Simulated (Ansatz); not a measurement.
Se (trigonal-Se type, space group P3_121)

```xyz
3
Lattice="4.5345 0.0000 0.0000 -2.2673 3.9270 0.0000 0.0000 0.0000 5.0415" Properties=species:S:1:pos:R:3 pbc="T T T"
Se     0.9892     0.0000     4.2012
Se    -0.4946     0.8566     0.8402
Se     1.7727     3.0704     2.5207
```

The slice is a (1 -1 0 0) plane (indices of the conventional cell) through the point (0.782, 0.782, 0.500) (fractional), spanned by u = [110] and v = [001] in vectors of this cell: u (4.53 Å) and v (5.04 Å, at 90° to u). It covers one period; positions are fractions (u, v).

Method: PBE (plane waves to 420 eV, PAW, scalar-relativistic; Ansatz, a program for electronic structure). k mesh 8×8×7. Inside the PAW spheres the values are not all-electron values, and peaks at nuclei hang on which shells count as valence. Se was relaxed with its symmetry unable to fall.

Task: Predict the map of the electrostatic potential energy of an electron, from the cell's mean on the slice.

Result: 
| v \ u | 0.00 | 0.14 | 0.27 | 0.41 | 0.55 | 0.68 | 0.82 | 0.95 |
|---|---|---|---|---|---|---|---|---|
| 0.92 | x | x | -0.3 | 3.5 | 4.7 | 3.3 | x | x |
| 0.83 | x | <-3.0 | -1.7 | 0.7 | 4.1 | 4.1 | -1.5 | x |
| 0.75 | -0.3 | -1.5 | x | <-3.0 | 2.8 | 4.6 | 3.0 | 0.1 |
| 0.67 | 3.2 | -1.3 | x | x | 1.7 | 4.7 | 4.5 | 3.7 |
| 0.58 | 4.1 | 0.1 | x | <-3.0 | 1.8 | 4.6 | 4.9 | 4.5 |
| 0.50 | 4.3 | 1.3 | <-3.0 | <-3.0 | 2.2 | 4.6 | 5.0 | 4.7 |
| 0.42 | 4.1 | 0.1 | x | <-3.0 | 1.8 | 4.6 | 4.9 | 4.5 |
| 0.33 | 3.2 | -1.3 | x | x | 1.7 | 4.7 | 4.5 | 3.7 |
| 0.25 | -0.3 | -1.5 | x | <-3.0 | 2.8 | 4.6 | 3.0 | 0.1 |
| 0.17 | x | <-3.0 | -1.7 | 0.7 | 4.1 | 4.1 | -1.5 | x |
| 0.08 | x | x | -0.3 | 3.5 | 4.7 | 3.3 | x | x |
| 0.00 | x | x | -1.0 | 4.0 | 4.8 | 2.8 | x | x |

Values: electrostatic potential energy of an electron, from the cell's mean, in eV. Points within 1 Å of a nucleus are blanked (x), as the pseudised field means little there. Values under -3 eV are set to -3. The zero, the cell's mean, hangs on the PAW cores.
